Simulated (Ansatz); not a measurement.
# La₃Pb, first-principles data

La$_{3}$Pb (Cu3Au type, Pm-3m), a = b = c = 5.078 Å, α = β = γ = 90.00°.

Space group Pm-3m (No. 221), Cu3Au type; conventional cell a = b = c = 5.078 Å, α = β = γ = 90.00°.

Method: r²SCAN in the plane-wave PAW code Ansatz. Structure relaxed to zero pressure with the same functional. Other levels are named where they apply.

**Cell and energy**

```yaml
volume_per_atom: 32.74 Å³
density: 7.91 g/cm³
Formation energy from the elements (no fitted shifts): -0.48 eV/atom
```

**Electronic structure**

```yaml
electronic_character: metallic (no gap)
Density of states at the Fermi level: 1.5 states/eV per atom (mean over ±0.08 eV)
```

The workflow started from a Materials Project entry (that database holds measured and hypothetical structures alike); the Crystallography Open Database copy checked does not list it. With La and Pb taken as one species the cell has the higher symmetry Fm-3m, so it may be an ordered model of a mixed-site phase. Its standing as an ambient phase is unchecked. The cell was relaxed with r²SCAN under the symmetry of its start; its stability against distortions is not shown here. The references are the lowest solids computed at this level, not always the standard phases. Scalar-relativistic: spin–orbit coupling is off unless named, which matters more the heavier the elements.

Potentials: the later of the program's two PAW sets.
